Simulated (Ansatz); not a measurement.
Ag in space group P6/mmm (No. 191; Ag on 2e, Ag on 2d, Ag on 3f) under volume change, PBEsol (plane waves, PAW; program Ansatz), shape and atoms relaxed at each volume.

| V (Å³/atom) | E − E(relaxed) (meV/atom) | P (GPa) |
|---|---|---|
| 16.029 | 57.6 | 12.91 |
| 16.557 | 23.8 | 7.73 |
| 17.085 | 5.6 | 3.48 |
| 17.614 | 0.0 | 0.00 |
| 18.142 | 4.9 | -2.85 |
| 18.671 | 18.2 | -5.18 |
| 19.199 | 38.5 | -7.07 |

Question: What does a third-order Birch–Murnaghan fit give for V₀, B₀ and B′?

Answer: V₀ = 17.61 Å³/atom, B₀ = 105 GPa, B′ = 5.7.

The start of the workflow was typed in or built on a structure type; neither database checked (COD, Materials Project) lists it. It is not the phase usual at ambient conditions (space group No. 225). Symmetry was held in the PBEsol relaxation. At this level the phase is mechanically unstable. The run is not spin-polarised.

Potentials: the earlier of the program's two PAW sets.
